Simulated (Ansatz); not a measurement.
InGa$_{2}$P$_{3}$ (P3m1) at 2 levels of theory

One geometry, relaxed with PBE; plane waves with PAW potentials in Ansatz, scalar-relativistic. No spin polarisation. Gaps are the least over mesh and band path; pressure is positive in compression, and isn't given for hybrids.

```cif
data_structure
_symmetry_space_group_name_H-M 'P3m1'
_symmetry_Int_Tables_number 156
_cell_length_a 3.9975
_cell_length_b 3.9975
_cell_length_c 9.8397
_cell_angle_alpha 90.000
_cell_angle_beta 90.000
_cell_angle_gamma 120.000
_cell_volume 136.17
loop_
_atom_site_label
_atom_site_type_symbol
_atom_site_symmetry_multiplicity
_atom_site_Wyckoff_symbol
_atom_site_fract_x
_atom_site_fract_y
_atom_site_fract_z
_atom_site_occupancy
In1 In 1 b 0.33333 0.66667 0.66505 1
Ga1 Ga 1 a 0.00000 0.00000 0.00650 1
Ga2 Ga 1 c 0.66667 0.33333 0.32617 1
P1 P 1 a 0.00000 0.00000 0.76516 1
P2 P 1 b 0.33333 0.66667 0.40361 1
P3 P 1 c 0.66667 0.33333 0.08350 1
```

```csv
level,cutoff (eV),k mesh,gap (eV),pressure (GPa)
PBE,420,12×12×4,0.78,0.0
```

**Question.** What comes out on the same cell with HSE06?

**Answer.**
```
level  cutoff (eV)  k mesh  gap (eV)  pressure (GPa)
HSE06          420   6×6×2      1.62               -
```

It was reached by relaxing an invented guess, and it needn't be the stable form of this composition.
